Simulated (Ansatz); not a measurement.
**Ti3C2: enthalpy against pressure**

Ti3C2, P6_3/mmc, a = 3.042 Å, c = 14.985 Å. The structure is a Materials Project entry; whether it is the stable form wasn't checked. Ansatz: PBEsol, PAW, 420 eV, Γ-centred 12×12×4 mesh on 10 atoms, Gaussian smearing 0.10 eV; no spin polarisation. Cell and atoms are relaxed at each pressure, and no other structure is tried, so the rows at high pressure may lie past a change of phase. y is the enthalpy over the state at zero pressure; there V0 = 12.009 Å³/atom. The pressures are the targets, met within 0.03 GPa.

| P (GPa) | y (eV/atom) |
| --- | --- |
| -2.0 | ? |
| 0.0 | 0.0000 |
| 2.0 | 0.1489 |
| 5.0 | 0.3688 |
| 10.0 | 0.7269 |
| 20.0 | 1.4157 |

Q: Fit y = c1 P + c2 P² + c3 P³ to the other rows, say what c1 and c2 mean, and predict the missing value.

A: Least squares on the rows shown. y = 0.074914 P − 0.00023842 P² + 1.5983×10⁻⁶ P³. Since dH/dP = V, c1 is V0: 0.074914 eV/GPa × 160.2 = 12.001 Å³ against 12.009; c2 = −V0/(2B0) gives B0 = 157 GPa, where a Birch–Murnaghan fit to the volumes of the same runs (not shown) gives 150 GPa: a cubic over this range folds the higher terms into c2. At P = -2.0 the fit asked for gives -0.1508 eV/atom. The run gave -0.1509 eV/atom, so the fit is 0.0001 eV/atom too high, a small miss on the scale of the series.